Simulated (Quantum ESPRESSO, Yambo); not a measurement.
GaAlP₂ (space group P-4m2, No. 115) under biaxial strain (along x and y, z relaxed), counted from the cell relaxed with PBEsol, atoms relaxed at each step. PBEsol (Quantum ESPRESSO, PseudoDojo norm-conserving, 80 Ry, no spin-orbit coupling); G0W0 in Yambo (4×4×4 Γ-centred k mesh, 147 bands and a 8 Ry block in the screening, 147 bands in G with the Bruneval-Gonze terminator, plasmon pole fitted at 27.2 eV).

```
strain s (%)  PBEsol direct gap at Γ (eV)  G0W0 direct gap at Γ (eV)
------------  ---------------------------  -------------------------
-2                                      ?                          ?
-1                                  1.557                      2.392
0                                   1.538                      2.358
+1                                  1.466                      2.265
+2                                  1.362                      2.147
```

**Question.** Fit a parabola in s to each column by least squares and predict the withheld row.

**Answer.** PBEsol: E = 1.535 − 0.0444 s − 0.0212 s² (largest residual 3 meV), giving 1.539 eV at s = -2; the run gave 1.579 eV, a miss of 40 meV. G0W0: E = 2.353 − 0.0618 s − 0.0210 s² (largest residual 5 meV), giving 2.393 eV at s = -2; the run gave 2.418 eV, a miss of 26 meV. The withheld row lies outside the fitted range, so this is an extrapolation. The GW settings are held fixed; their convergence isn't established. The screening block changes size along the series (221 vectors at -2 %, 229 vectors at -1 %, 229 vectors at +0 %, 229 vectors at +1 %, 245 vectors at +2 %), which puts steps into the G0W0 values. Spin-orbit splittings are left out.

The standard potential for Ga keeps a d shell in the valence without the s and p states of that shell. In tests on such compounds this moved G0W0 gaps by up to about 0.9 eV, so absolute quasiparticle energies here are unreliable; differences between settings are what counts.

The structure is a Materials Project entry; no match was found in the copy of COD used, and its stability was not checked.
